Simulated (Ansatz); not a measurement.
# PmC in the rocksalt structure

Level of theory: DFT, PBEsol, scalar-relativistic, collinear spin; plane waves to 600 eV with PAW datasets (Ansatz 0.2.0), 10×10×10 k-mesh, Gaussian smearing of 0.05 eV. The datasets are Ansatz's generated set soft_2.

```
Pm C
1.0
     0.00000    2.54574    2.54574
     2.54574    0.00000    2.54574
     2.54574    2.54574    0.00000
Pm C
1 1
Cartesian
  2.5457 2.5457 2.5457
  0.0000 0.0000 0.0000
```

The start was a prototype's sites filled with these elements, not a measured cell.

Magnetic state: ferromagnetic, site spin moments Pm 3.84; C -0.19 μB.

Question: Which orbitals carry the states at the Fermi level, and how many states are there?

Answer: Within 0.1 eV of it: Pm 4f 58 %, C 2p 24 %, Pm 5d 14 % (shares among the projected shells). The density of states at the Fermi level is about 5.7 states/eV per cell, averaged over 0.3 eV.

Density of states (tetrahedra, averaged over 0.4 eV; states/eV per cell of 2 atoms; energy in eV from the Fermi level; projections on Löwdin-orthogonalised atomic orbitals, summed over sites):

```csv
E,total,Pm 4f up,Pm 4f down,C 2p,Pm 5d up,Pm 5d down
-7.65,1.6,0.0,0.0,0.0,0.2,0.2
-7.25,0.9,0.0,0.0,0.0,0.1,0.1
-6.85,0.2,0.0,0.0,0.0,0.0,0.0
-6.45,0.0,0.0,0.0,0.0,0.0,0.0
-6.05,0.0,0.0,0.0,0.0,0.0,0.0
-5.65,0.0,0.0,0.0,0.0,0.0,0.0
-5.25,0.0,0.0,0.0,0.0,0.0,0.0
-4.85,0.0,0.0,0.0,0.0,0.0,0.0
-4.45,0.0,0.0,0.0,0.0,0.0,0.0
-4.05,0.0,0.0,0.0,0.0,0.0,0.0
-3.65,0.0,0.0,0.0,0.0,0.0,0.0
-3.25,0.0,0.0,0.0,0.0,0.0,0.0
-2.85,0.3,0.0,0.0,0.1,0.1,0.0
-2.45,0.8,0.0,0.0,0.3,0.2,0.1
-2.05,1.3,0.1,0.0,0.6,0.2,0.2
-1.65,1.3,0.2,0.0,0.7,0.1,0.2
-1.25,2.6,0.5,0.0,1.3,0.4,0.3
-0.85,4.1,1.5,0.1,1.6,0.4,0.3
-0.45,7.2,5.1,0.1,1.2,0.3,0.4
-0.05,7.1,4.3,0.2,1.5,0.5,0.5
0.35,5.7,4.6,0.1,0.5,0.3,0.1
0.75,1.2,0.7,0.0,0.3,0.2,0.0
1.15,0.7,0.2,0.1,0.2,0.1,0.1
1.55,0.8,0.1,0.3,0.2,0.1,0.2
1.95,1.9,0.0,1.5,0.1,0.0,0.2
2.35,5.1,0.0,4.7,0.2,0.1,0.2
2.75,7.4,0.0,6.8,0.2,0.1,0.2
3.15,3.2,0.0,2.6,0.2,0.2,0.2
3.55,0.7,0.0,0.2,0.2,0.2,0.0
3.95,1.0,0.0,0.3,0.2,0.3,0.2
4.35,1.0,0.0,0.1,0.2,0.3,0.2
4.75,1.0,0.0,0.1,0.2,0.3,0.3
5.15,1.0,0.0,0.1,0.2,0.3,0.3
5.55,1.1,0.0,0.0,0.2,0.4,0.3
5.95,1.3,0.0,0.0,0.2,0.5,0.4
```

Without a U the open 4f shell is pinned at the Fermi level, an artefact: in the real crystal it splits into occupied and empty levels away from it, and its large orbital moment is missing here. Spin–orbit coupling, which matters for such heavy elements, is left out. The run wasn't fully tested for a lower electronic state. The order of the orbitals lowers the symmetry, along an axis that is one of several equivalent ones. Site moments are of spin, integrated over atomic spheres. No antiparallel order was tried.

A lower state of the open shells can't be excluded, and forces and pressures are less sure for it.
